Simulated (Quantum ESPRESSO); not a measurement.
AlSi$_{3}$C$_{3}$N (made-up cell) (calculated)

Computed with Quantum ESPRESSO 7.5. Calculation on a made-up crystal cell, not a measurement: periodic Kohn-Sham density functional theory in plane waves with PseudoDojo standard norm-conserving scalar-relativistic pseudopotentials, each functional with its own files (v0.5 for PBE, v0.4.1 for LDA and PBEsol), no spin polarisation, no spin-orbit coupling, atoms not relaxed, stress positive in tension, energies less a fixed whole-eV offset for each atom's element; levels are Kohn-Sham levels at fractions of this cell's reciprocal vectors, counted from the reference band (half the neutral cell's valence electrons, rounded up) at Gamma; error bars cover cutoff and k-mesh only, not smearing or the files; each bar is the largest change over components, and at least 0.002 eV, 0.002 eV per angstrom or 0.02 GPa; added strain carries the atoms with the cell, and shear is the tensor component; energies are for the whole cell, and the offsets were chosen from early runs and are not element reference energies.

Common to all runs: lattice type zincblende/diamond; functional pbe; cutoff 1143 eV; fermi dirac smearing 0.025 eV; scf tolerance 1e-07 eV; electrons removed 0; added strain kind zz; k mesh 4 x 4 x 4, shifted by half a step.

(1) AlSi$_{3}$C$_{3}$N (made-up cell)

Unstrained structure:
```cif
# cell vector a (Å): 4.2991 -0.0791 -0.0104
# cell vector b (Å): -0.0791 4.4249 0.0043
# cell vector c (Å): -0.0104 0.0043 4.3085
data_AlSi3C3N
_symmetry_space_group_name_H-M 'P 1'
_symmetry_Int_Tables_number 1
_cell_length_a 4.2998
_cell_length_b 4.4256
_cell_length_c 4.3085
_cell_angle_alpha 89.885
_cell_angle_beta 90.278
_cell_angle_gamma 92.078
_cell_volume 81.93
loop_
_atom_site_label
_atom_site_type_symbol
_atom_site_fract_x
_atom_site_fract_y
_atom_site_fract_z
_atom_site_occupancy
Al1 Al 0.99420 0.00159 0.00537 1
Si1 Si 0.01006 0.50089 0.49517 1
Si2 Si 0.50286 0.98049 0.50990 1
Si3 Si 0.49146 0.49854 0.00104 1
C1 C 0.22606 0.23310 0.25992 1
N1 N 0.25427 0.74516 0.73753 1
C2 C 0.73901 0.25710 0.74237 1
C3 C 0.75314 0.74220 0.23998 1
```

* added strain: 0.0114
* structure shown: before the added strain of 0.0114
* free energy less offsets: -3.491 eV
* scf iterations: 12
* smearing term minus ts: 0 eV
* pressure: 6.323 GPa
* stress xx: -8.302 GPa
* stress yy: -3.379 GPa
* stress zz: -7.287 GPa
* stress yz: -1.058 GPa
* stress xz: -2.714 GPa
* stress xy: -12.56 GPa
* reference band: 16
* error bar energy: 0.005245 eV
* error bar stress: 0.02 GPa
* error bar force: 0.002748 eV/Å
* error bar next band up: 0.002 eV
* error bars from: tighter rerun of a related cell

Atoms:
```tsv
atoms element	atom site	atom energy offset (eV)
Al	1	-64
Si	2	-115
Si	3	-115
Si	4	-115
C	5	-163
N	6	-283
C	7	-163
C	8	-163
```

Forces:
```tsv
site	x (eV/Å)	y (eV/Å)	z (eV/Å)
1	-0.7196	-0.08173	-2.542
2	-1.883	-1.232	-0.4792
3	0.5624	1.996	-2.062
4	0.4325	-1.673	0.3105
5	3.632	2.441	1.474
6	0.009931	-0.77	0.9034
7	-0.2893	0.4961	0.1024
8	-1.744	-1.176	2.293
```

Levels:
```tsv
level k point	next band up (eV)
Gamma	0.9301
(1/2,1/2,1/2)	3.183
(0.15,0,0)	1.303
(0,0.15,0)	1.355
(0,0,0.15)	1.459
```

(2) AlSi$_{3}$C$_{3}$N (made-up cell)

Structure as in entry 1.

* added strain: 0.0188
* structure shown: before the added strain of 0.0188
* free energy less offsets: -3.514 eV
* scf iterations: 12
* smearing term minus ts: 0 eV
* pressure: 4.718 GPa
* stress xx: -7.128 GPa
* stress yy: -2.382 GPa
* stress zz: -4.643 GPa
* stress yz: -0.9607 GPa
* stress xz: -2.652 GPa
* stress xy: -12.3 GPa
* reference band: 16
* error bar energy: 0.005245 eV
* error bar stress: 0.02 GPa
* error bar force: 0.002748 eV/Å
* error bar next band up: 0.002 eV
* error bars from: tighter rerun of a related cell

Atoms:
```tsv
atoms element	atom site	atom energy offset (eV)
Al	1	-64
Si	2	-115
Si	3	-115
Si	4	-115
C	5	-163
N	6	-283
C	7	-163
C	8	-163
```

Forces:
```tsv
site	x (eV/Å)	y (eV/Å)	z (eV/Å)
1	-0.7028	-0.06396	-2.475
2	-1.857	-1.223	-0.4874
3	0.5448	1.966	-2.046
4	0.4393	-1.645	0.32
5	3.553	2.401	1.452
6	0.01352	-0.7542	0.8629
7	-0.2706	0.479	0.09465
8	-1.721	-1.159	2.278
```

Levels:
```tsv
level k point	next band up (eV)
Gamma	0.937
(1/2,1/2,1/2)	3.132
(0.15,0,0)	1.313
(0,0.15,0)	1.362
(0,0,0.15)	1.476
```
